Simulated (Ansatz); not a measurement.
Cr3C2 in space group Cmcm (No. 63; Cr on 4c, Cr on 8f, C on 4c, C on 4b), DFT-PBEsol in the program Ansatz with PAW potentials, all energies at zero smearing, with the estimated change up to a 700 eV cutoff added, with one set of potentials and settings (totals compare only within such a set). Cell of 10 atoms (6 Cr, 4 C): -21083.695 eV.

```csv
element,reference phase,E (eV/atom)
Cr,"Im-3m, 1 atoms in the cell",-3349.1978
C,"P6_3/mmc, 4 atoms in the cell",-246.6950
```

Formation energy per atom, worked out: (-21083.695 − 6×(-3349.1978) − 4×(-246.6950))/10 = -0.173 eV/atom (-17 kJ per mol of atoms), at 0 K, without zero-point energy or fitted corrections.

The first step of the workflow began from a Materials Project structure, measured or hypothetical; the Crystallography Open Database copy checked does not list it. COD files the formula under space group No. 62. Its standing as an ambient phase is unchecked. The PBEsol relaxation kept the symmetry of its start; its stability against distortions is not shown here. No spin polarisation was allowed. The references are the lowest solids computed at this level, not always the standard phases.

Potentials: the later of the program's two PAW sets.
